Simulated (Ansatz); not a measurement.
Task: Name crystals whose computed values (PBE in the plane-wave PAW code Ansatz) fall in these windows: gap (eV) 3.8 to 4.8; highest Γ mode, no LO–TO term (cm⁻¹) 660 to 760.

Result: 

```tsv
crystal	gap (eV)	highest Γ mode, no LO–TO term (cm⁻¹)
AlN, wurtzite	4.03	705
```
Others may fit too.

The cell was relaxed under the symmetry of its start.

Potentials: the later of the program's two PAW sets.
